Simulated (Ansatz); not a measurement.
Here is an unrelaxed guess for Mg7Cl.

```cif
data_structure
_symmetry_space_group_name_H-M 'Fm-3m'
_symmetry_Int_Tables_number 225
_cell_length_a 8.2217
_cell_length_b 8.2217
_cell_length_c 8.2217
_cell_angle_alpha 90.000
_cell_angle_beta 90.000
_cell_angle_gamma 90.000
_cell_volume 555.76
loop_
_atom_site_label
_atom_site_type_symbol
_atom_site_symmetry_multiplicity
_atom_site_Wyckoff_symbol
_atom_site_fract_x
_atom_site_fract_y
_atom_site_fract_z
_atom_site_occupancy
Mg1 Mg 24 d 0.00000 0.75000 0.75000 1
Mg2 Mg 4 b 0.50000 0.00000 0.00000 1
Cl1 Cl 4 a 0.00000 0.00000 0.00000 1
```

Theory: DFT PBE, scalar-relativistic, plane waves, PAW (Ansatz). Settings: cutoff 420 eV, Γ-centred mesh 4×4×4 on the computed 8-atom cell, Gaussian smearing of 0.10 eV; no spin polarisation.

The zero of energy is the elements' standard structures at the same level (Cl₂ as a molecule); no fitted shifts are applied.

Q: How far from equilibrium is it?

A: The pressure is 16.9 GPa (it wants to expand), the largest force is 0.00 eV/Å (symmetry fixes the atoms), and the energy is +0.15 eV/atom against the elements. The shortest distance is 2.91 Å.

Q: How much does it gain on relaxing, and where does it end?

A: Relaxing gains about 0.26 eV/atom (the start's value is from the coarse mesh, so the gain is rough) in 9 ionic steps and ends at −0.11 eV/atom on the finer mesh. The symmetry stays Fm-3m (No. 225). The volume per atom grows by 35.0 %, from 17.4 to 23.4 Å³. The shortest distance goes from 2.91 Å (Mg–Cl and Mg–Mg) to 3.21 Å (Mg–Cl and Mg–Mg). Conventional cell: a = 9.086 Å. Mg on a site of symmetry mmm has 10 Mg at 3.21 Å and 2 Cl at 3.21 Å; Mg on a site of symmetry m-3m has 12 Mg at 3.21 Å; Cl has 12 Mg at 3.21 Å.

The last run used an 8×8×8 mesh for its 8-atom cell and Gaussian smearing of 0.10 eV. The relaxation can't lower the symmetry of the start. Symmetry constrained the relaxation, so the result can be a saddle point.
